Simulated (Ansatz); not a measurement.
The end point of a relaxation of ZnInGaO₄. Space group R3m (No. 160). All values below come from PBE (plane waves to 420 eV, PAW, scalar-relativistic; Ansatz, a quantum-chemistry and plane-wave program).

```xyz
7
Lattice="1.6780 0.9688 8.7048 -1.6780 0.9688 8.7048 0.0000 -1.9375 8.7048" Properties=species:S:1:pos:R:3 pbc="T T T"
In     0.0000     0.0000    26.0341
Ga     0.0000     0.0000     5.5611
Zn     0.0000     0.0000    20.4004
O      0.0000     0.0000     3.5640
O      0.0000     0.0000    22.9538
O      0.0000     0.0000     7.5411
O      0.0000     0.0000    18.4032
```

Q: What band gap does PBE give?

A: 1.11 eV, direct at Γ (no spin-orbit coupling).

No spin polarisation in the result.

The run could not lose the symmetry of its start; a randomly shaken copy of 7 atoms returns to this structure.
